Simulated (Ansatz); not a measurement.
HgSe (NiAs type, space group No. 194) under volume change, the program Ansatz at the PBE level (PAW), shape and atoms relaxed at each volume.

| V (Å³/atom) | E − E(relaxed) (meV/atom) | P (GPa) |
|---|---|---|
| 22.624 | 41.4 | 6.49 |
| 23.370 | 17.3 | 3.94 |
| 24.116 | … | … |
| 24.862 | 0.0 | 0.00 |
| 25.608 | 3.6 | -1.51 |
| 26.354 | … | … |
| 27.100 | 28.9 | -3.78 |

### Question
Complete the blanks.

### Answer

- 26.354, E − E(relaxed) (meV/atom): 13.6
- 26.354, P (GPa): -2.76
- 24.116, E − E(relaxed) (meV/atom): 4.1
- 24.116, P (GPa): 1.80

### Question
What does a third-order Birch–Murnaghan fit give for V₀, B₀ and B′?

### Answer
V₀ = 24.86 Å³/atom, B₀ = 54.4 GPa, B′ = 5.0.

Space group P6_3/mmc (NiAs type). A made-up cell: these elements were put on the sites of a structure type; neither database checked (COD, Materials Project) lists it. COD files the formula under space group No. 216, so this cell is another polymorph or a model. Whether it is the stable phase at ambient conditions was not checked. Symmetry was held in the PBE relaxation; its stability against distortions is not shown here. Spin–orbit coupling is left out wherever it is not named.

Potentials: the later of the program's two PAW sets.
